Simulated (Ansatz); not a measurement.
## How the vibrations of ScB₂ change with volume

The calculation used DFT LDA, scalar-relativistic, plane waves, PAW (Ansatz). Cutoff 420 eV, 18×18×12 k-points (Γ-centred), Fermi-Dirac smearing of 0.15 eV. No spin polarisation. Phonons by linear response, acoustic sum rule imposed.

Relaxed structure:
```
Sc B
1.0
     3.09882    0.00000    0.00000
    -1.54941    2.68365    0.00000
     0.00000    0.00000    3.45825
Sc B
1 2
Direct
  0.00000 0.00000 0.00000
  0.33333 0.66667 0.50000
  0.66667 0.33333 0.50000
```

In a metal, frequencies depend on the k mesh and the smearing, soft modes most.

Cells at 0.98 and 1.02 times the equilibrium volume were relaxed in shape and atoms; γ = −d ln ν / d ln V, modes matched by rank.

Q: Give the optical frequencies at Γ (cm⁻¹) at the three volumes and the mode Grüneisen parameters.

A:
| 0.98 V | V | 1.02 V | γ | degeneracy |
| --- | --- | --- | --- | --- |
| 445 | 432 | 420 | 1.40 | 2 |
| 461 | 443 | 426 | 1.95 | 1 |
| 639 | 628 | 618 | 0.80 | 1 |
| 814 | 791 | 769 | 1.42 | 2 |

Q: What pressures hold the two strained cells, and what bulk modulus follows?

A: 4.40 GPa at 0.98 V and -4.00 GPa at 1.02 V, so B = −dP/d ln V ≈ 210 GPa.